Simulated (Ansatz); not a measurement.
Relaxed candidate structures of HfC₂:

A. Cmce (No. 64), oS24; a = 5.604 Å, b = 8.997 Å, c = 5.637 Å, α = 90.00°, β = 90.00°, γ = 90.00°; Hf 8f (0.000, 0.157, 0.078); C 8e (0.250, 0.471, 0.250); C 8e (0.250, 0.322, 0.250)

B. Cmcm (No. 63), oS12; a = 4.4059 Å, b = 5.6934 Å, c = 5.5766 Å, α = β = γ = 90.00°; Hf 4c (0.000, 0.677, 0.250); C 8e (0.154, 0.000, 0.000)

C. I4/mmm (No. 139), tI6; a = b = 4.4817 Å, c = 3.1477 Å, α = β = γ = 90.00°; Hf 2a (0.000, 0.000, 0.000); C 4d (0.000, 0.500, 0.250)

D. Fm-3m (No. 225), cF12, fluorite type; a = 5.2925 Å, b = 5.2925 Å, c = 5.2925 Å, α = 90.00°, β = 90.00°, γ = 90.00°; Hf 4a (0.000, 0.000, 0.000); C 8c (0.250, 0.250, 0.250)

Q: Rank these by energy per atom (lowest first), as r2SCAN (plane waves to 500 eV, PAW, scalar-relativistic; Ansatz, a quantum-chemistry and plane-wave program) gives it.

A: B (reference, the lowest of the structures calculated here), A (+0.04 eV/atom), C (+0.85 eV/atom), D (+1.32 eV/atom)

Each run could gain symmetry but not lose that of its start, so entries can be saddle points. All of these are generated cells (placed on structure types, drawn at random, substituted or restacked) that were not matched to a known phase here. The real structure of this composition may not be among these, and whether this composition forms is not checked here. Static energies at zero pressure. Each cell has its own k-point mesh; energy differences are given only to the digits this allows. No spin polarisation in the result.
